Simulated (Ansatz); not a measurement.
**TaAgBr$_{3}$: single run (Ansatz)**

Input:

```yaml
crystal:
  lattice:
    - [7.169207, 0.0, 0.0]
    - [-3.584604, 6.208722, 0.0]
    - [0.0, -4.139144, 5.929234]
  atoms:
    - { symbol: Ta, position: [0.0, 0.0, 0.0] }
    - { symbol: Ta, position: [0.5, 0.0, 0.5] }
    - { symbol: Br, position: [0.8108, 0.5117, 0.753] }
    - { symbol: Br, position: [0.2413, 0.0521, 0.753] }
    - { symbol: Br, position: [0.7009, 0.9422, 0.753] }
    - { symbol: Br, position: [0.7413, 0.9422, 0.253] }
    - { symbol: Br, position: [0.2009, 0.5117, 0.253] }
    - { symbol: Br, position: [0.3108, 0.0521, 0.253] }
    - { symbol: Ag, position: [0.2492, 0.4984, 0.7476] }
    - { symbol: Ag, position: [0.7492, 0.4984, 0.2476] }
  symmetry: { tolerance: 0.0003 }
kpoints:
  mp_grid: { grid: [4, 4, 4], shift: [0, 0, 0] }
magnetization:
  spin_polarized: false
scf:
  occupations: { method: fermi_dirac, width: 0.15 }
  n_extra_bands: 32
hamiltonian:
  pseudopotentials: { kind: paw }
  xc: pbe
basis:
  ecutwfc: 420
output:
  forces: true
  stress: true
  eigenvalues: true
```

Launch command:

```bash
ansatz run input.yaml --threads 1 --pin off --max-ram 2560MiB --backend cpu --events-out ev --progress --plain --runs-dir out
```

Origin of the cell: a known structure type with other elements, at an estimated volume, so it need not be a known compound.

Output (shortened):

```
Warning: crystal.lattice misses the space group found at crystal.symmetry.tolerance 3.0e-4 in a digit that the deck types, which is why this is a warning: making the lattice exact moves one o […]
scf.n_extra_bands = 32 over 53 filled bands (N_el = 106.0): the run solves 85 bands
Pseudopotentials: kind: paw
Pseudopotential: Ta, paw, valence charge 13, recommended cutoff 420 eV (normal), Ta.paw.azcp
Pseudopotential: Br, paw, valence charge 7, recommended cutoff 420 eV (normal), Br.paw.azcp
Pseudopotential: Ag, paw, valence charge 19, recommended cutoff 420 eV (normal), Ag.paw.azcp
Functional definition: PBE
  exchange = pbe_x(kappa = kappa, mu = beta*pi^2/3)
  correlation = pbe_c(beta = beta)
Crystal: 10 atoms, lattice volume = 263.920 Å³
Basis set: ecut = 420 eV, 5089 PW (Γ), exchange–correlation on 96×96×100 points (8 copies of the dense FFT grid, shifted against one another)
Bands: 85, of which v1, the nominal top of the filled ones, is band 53 counted from 1 (52 counted from 0)
[… 9 lines left out …]
Initial density: superposition of atomic densities (neutral atoms: chi_scale 0, normalization atom), corrected by the library's trained network
Functional: x = pbe(κ = 0.804, μ = 0.219515), c = pbe(β = 0.066725)
SCF iter   1: F=—  HF=-51744.300299 eV  Δρ=6.75e-3  dr2=5.68e-1  defer=141
SCF iter   2: F=—  HF=-51744.227868 eV  Δρ=2.87e-3  dr2=3.65e-2  defer=150
SCF iter   3: F=—  HF=-51744.224138 eV  Δρ=1.03e-3  dr2=3.24e-3  defer=150
SCF iter   4: F=—  HF=-51744.223727 eV  Δρ=4.62e-4  dr2=7.05e-4  defer=150
SCF iter   5: F=—  HF=-51744.223726 eV  Δρ=1.04e-4  dr2=4.73e-5  defer=150
SCF iter   6: F=—  HF=-51744.223530 eV  Δρ=3.67e-5  dr2=3.58e-6  defer=150
SCF iter   7: F=—  HF=-51744.223532 eV  Δρ=8.63e-6  dr2=3.22e-7  defer=150
SCF iter   8: F=-51744.223532 eV  HF=-51744.223532 eV  Δρ=1.95e-6  dr2=1.24e-8
SCF 1 converged in 8 iterations: F = -51744.223532 eV  dr2 = 1.24e-8
SCF converged after 8 iterations
Free energy (F): -51744.223532 eV
Harris-Foulkes:  -51744.223532 eV  (|F-HF|=1.68e-8)
Internal energy: -51743.536945 eV  (E = F + TS)
E sigma→0 (E₀):  -51743.880238 eV
Entropy (-TS):   -0.686587 eV (-68.659 meV/atom)
Fermi energy:    8.618276 eV
--- Per-component energies (eV) ---
  E_band       = -1287.686341
  E_kinetic    = 2595.540036
  E_local      = -10089.627742  (includes V_loc(G=0)·N_el)
  E_nonlocal   = 617.370909
  E_hartree    = 4104.889392
  E_xc         = -2386.776300
  E_vxc        = -1490.245070  (∫ρ·V_xc dr)
  E_paw        = -38084.866039  (= ΣΔE_a)
  E_vpaw       = -1130.501745  (= ΣTr[D̂ρ^β])
  E_aug_tail   = 0.000958  (compensation charges beyond the density's cutoff)
  E_ewald      = -8500.068159
  E_smearing   = -0.686587  (= −TS)
  Σ components = -51744.223532   (vs F -51744.223532, Δ=0.00e0)
--- Forces (eV/Å), atoms counted from 1 ---
  atom   1  Ta    -0.000000     0.000000     0.911838
  atom   2  Ta    -0.000000     0.000000     0.911838
  atom   3  Br     0.436475    -0.602370    -0.299001
  atom   4  Br     0.303430     0.679183    -0.299001
  atom   5  Br    -0.739905    -0.076814    -0.299001
  atom   6  Br     0.739905    -0.076814    -0.299001
  atom   7  Br    -0.436475    -0.602370    -0.299001
  atom   8  Br    -0.303430     0.679183    -0.299001
  atom   9  Ag     0.000000    -0.000000    -0.014850
  atom  10  Ag     0.000000    -0.000000    -0.014850
  max |Σ_I F_I| component: 3.11e-5 eV/Å
--- Stress (GPa, compression-positive) ---
        1.856286       0.000000       0.000000
        0.000000       1.856286      -0.000000
        0.000000      -0.000000       1.450029
  P = ⅓ Tr σ = 1.7209 GPa (17.209 kbar)
```

Caveats: no moments, though an odd count or open d shells may carry them; no spin-orbit coupling, though heavy elements are present; the k mesh is coarse if the cell is a metal.

It ran for 11 s on 1 thread of Intel(R) Xeon(R) 6975P-C (Granite Rapids), on a shared host, peak memory 0.63 GiB, from the program's own first density.
